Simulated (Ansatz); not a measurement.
Relaxed-ion elastic tensor of Co (simple cubic, Pm-3m) in GPa (Voigt order), the program Ansatz at the PBE level (PAW); density 7.63 g/cm³, 12.82 Å³ per atom.

```json
[
 {"": "1", "1": "286", "2": "62.6", "3": "62.6", "4": "0.0", "5": "0.0", "6": "0.0"},
 {"": "2", "1": "62.6", "2": "286", "3": "62.6", "4": "0.0", "5": "0.0", "6": "0.0"},
 {"": "3", "1": "62.6", "2": "62.6", "3": "286", "4": "0.0", "5": "0.0", "6": "0.0"},
 {"": "4", "1": "0.0", "2": "0.0", "3": "0.0", "4": "-46.2", "5": "0.0", "6": "0.0"},
 {"": "5", "1": "0.0", "2": "0.0", "3": "0.0", "4": "0.0", "5": "-46.2", "6": "0.0"},
 {"": "6", "1": "0.0", "2": "0.0", "3": "0.0", "4": "0.0", "5": "0.0", "6": "-46.2"}
]
```

Task: Is the crystal mechanically stable?

Result: No: the smallest eigenvalue of C is -46.2 GPa.

The cell is a constructed one: a structure type filled with these elements; neither database checked (COD, Materials Project) lists it. It is not the phase usual at ambient conditions (space group No. 194). The PBE relaxation kept the symmetry of its start. At this level the phase is mechanically unstable. Spin order of the final state: ferromagnetic, chosen from 3 collinear starts compared on coarse meshes (ties went to the first, and starts can fall back to one state), not a proven ground state. As this level gives no gap, shear constants depend on the k-mesh and smearing (Fermi–Dirac, 0.1 eV here).

Potentials: the later of the program's two PAW sets.
